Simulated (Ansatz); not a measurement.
Ansatz input

```yaml
crystal:
  lattice:
    - [0.0, 1.8885171103, 1.8885171103]
    - [1.8885171103, 0.0, 1.8885171103]
    - [1.8885171103, 1.8885171103, 0.0]
  atoms:
    - { symbol: P, position: [0.0, 0.0, 0.0] }
hamiltonian:
  xc: r2scan
  pseudopotentials:
    kind: paw
    azcp:
      P: "pseudopotentials/P.paw.azcp"
basis:
  ecutwfc: 500
  fft_grid_basis: typed
kpoints:
  mp_grid: { grid: [16, 16, 16], shift: [0, 0, 0] }
magnetization:
  spin_polarized: false
scf:
  occupations: { method: fermi_dirac, width: 0.1 }
  lower_state_search: "off"
output:
  stress: true
  write_density: true
  write_potential: true
  elf: true
  volumetric_format: npy
```

Terminal output

```
Engine: ansatz 0.2.0, x86_64-unknown-linux-gnu
Pseudopotentials: kind: paw
Pseudopotential: P, paw, valence charge 5, recommended cutoff 500 eV (meta_gga) 
Functional definition: r2SCAN
  parameter k0 = 0.174
  parameter k1 = 0.065
  parameter a1 = 4.9479
  exchange = r2scan_x(k0 = k0, k1 = k1, a1 = a1)
  correlation = r2scan_c
Crystal: 1 atoms, lattice volume = 13.471 Å³
Basis set: ecut = 500 eV, 331 PW (Γ), exchange–correlation on 80×80×80 points (64 copies of the dense FFT grid, shifted against one another)
Bands: 7, of which v1, the nominal top of the filled ones, is band 3 counted from 1 (2 counted from 0)
Symmetry: 48 space group operations
Space group: Fm-3m (ITA 225), of the structure as read, at distance tolerance 2.4e-5 Å
k-points: 145 of 4096
Non-local potential: P, projectors of the file, l = 0: 2, l = 1: 2, l = 2: 2
PAW form: soft (Blöchl's): semilocal exchange-correlation on the pseudo side does not see the compensation charge
PAW frozen core: P, regenerated for the run's functional (the file was generated under x = pbe(κ = 0.804, μ = 0.2195149727645171), c = pbe(β = 0.06672455060314922))
PAW one-centre angular grid: P, 302 points (default); XC on 160 Gauss nodes
Initial density: superposition of atomic densities (neutral atoms: chi_scale 0, normalization atom), corrected by the library's trained network
Initial wavefunctions: pseudopotential atomic-orbital guess
Functional: x = r2scan, c = r2scan; τ floored in thin density (d = 2e-4 eV/Å³)
SCF iter   1: F=-758.032131 eV  HF=-758.021142 eV  |F-HF|=1.10e-2  |Δ(HF+E_count)|=         —  Δρ=3.71e-3  dr2=1.63e-3  dr2_τ=3.28e-3  ethr=1.77e-3  ⟨swp⟩=6.1  Hψ=9903  notcnv=0
SCF iter   2: F=-758.033115 eV  HF=-758.033075 eV  |F-HF|=4.03e-5  |Δ(HF+E_count)|=   1.19e-2  Δρ=1.62e-3  dr2=2.40e-4  dr2_τ=4.11e-5  ethr=3.26e-5  ⟨swp⟩=2.0  Hψ=3139  notcnv=0  defer=51
SCF iter   3: F=-758.033153 eV  HF=-758.033143 eV  |F-HF|=1.03e-5  |Δ(HF+E_count)|=   6.81e-5  Δρ=2.58e-4  dr2=4.39e-6  dr2_τ=1.58e-6  ethr=4.80e-6  ⟨swp⟩=2.4  Hψ=1317  notcnv=0  defer=51
SCF iter   4: F=-758.033155 eV  HF=-758.033154 eV  |F-HF|=5.56e-7  |Δ(HF+E_count)|=   1.15e-5  Δρ=4.73e-5  dr2=1.42e-7  dr2_τ=2.51e-8  ethr=8.79e-8  ⟨swp⟩=2.0  Hψ=1318  notcnv=0  defer=51
iter 5 did not close the SCF: its close was put off for the readings that it lacked (scf_convergence_deferred on its scf_iter line)
SCF iter   5: F=-758.033155 eV  HF=-758.033155 eV  |F-HF|=5.35e-9  |Δ(HF+E_count)|=   6.44e-7  Δρ=4.61e-6  dr2=2.73e-9  dr2_τ=3.66e-10  ethr=2.85e-9  ⟨swp⟩=2.0  Hψ=1323  notcnv=0  defer=51
SCF iter   6: F=-758.033155 eV  HF=-758.033155 eV  |F-HF|=5.86e-10  |Δ(HF+E_count)|=   5.51e-9  Δρ=1.73e-6  dr2=3.24e-10  dr2_τ=6.93e-12  ethr=5.46e-11  ⟨swp⟩=6.5  Hψ=5858  notcnv=0
SCF 1 converged in 6 iterations: F = -758.033155 eV  dr2 = 3.24e-10
SCF converged after 6 iterations
Free energy (F): -758.033155 eV
Harris-Foulkes:  -758.033155 eV  (|F-HF|=5.86e-10)
Internal energy: -758.013993 eV  (E = F + TS)
E sigma→0 (E₀):  -758.023574 eV
Entropy (-TS):   -0.019162 eV (-19.162 meV/atom)
Fermi energy:    12.428949 eV
--- Per-component energies (eV) ---
  E_band       = 26.548717
  E_kinetic    = 70.994320
  E_local      = -11.669112  (includes V_loc(G=0)·N_el)
  E_nonlocal   = 33.108270
  E_hartree    = 2.365590
  E_xc         = -58.561341
  E_vxc        = -66.208157  (∫ρ·V_xc dr)
  E_paw        = -575.668059  (= ΣΔE_a)
  E_vpaw       = -7.810836  (= ΣTr[D̂ρ^β])
  E_aug_tail   = 0.000001  (compensation charges beyond the density's cutoff)
  E_vtau       = 3.403092  (kinetic-family band-sum trace: ∫τ·v_τ [+ j·A + Jᵃ·Aᵃ] dr)
  E_ewald      = -218.492819
  E_core_change = -0.090842  (= ΣΔE_core)
  E_smearing   = -0.019162  (= −TS)
  E_closure    = 0.000000  (closes the sum)
  Σ components = -758.033155   (vs F -758.033155, Δ=0.00e0)
--- Stress (GPa, compression-positive) ---
        9.428854      -0.000000      -0.000000
        0.000000       9.428854       0.000000
       -0.000000      -0.000000       9.428854
  P = ⅓ Tr σ = 9.4289 GPa (94.289 kbar)
--- Band table (eV; the first three rows and the last of 145) ---
  k-point 0: bands = ["-5.7095", "20.4770", "20.4770", "20.4770", "24.4493", "24.4493", "24.4493"]
  k-point 1: bands = ["-5.5868", "19.3045", "20.2448", "20.2448", "24.7238", "24.8054", "24.8054"]
  k-point 2: bands = ["-5.2191", "16.9040", "19.7430", "19.7430", "24.8952", "25.5722", "25.5722"]
  k-point 144: bands = ["5.2446", "7.2156", "7.2156", "9.4563", "25.4374", "27.2212", "27.2212"]
```

Launched by

```sh
ansatz run input.yaml --threads 1 --pin off --max-ram 3584MiB --backend cpu --events-out ev --progress --plain --runs-dir out
```

On 1 thread of Intel(R) Xeon(R) Platinum 8259CL CPU @ 2.50GHz (Skylake/Cascade Lake) (shared host) this took about 3.7 s of wall time and 3.7 s of CPU time.
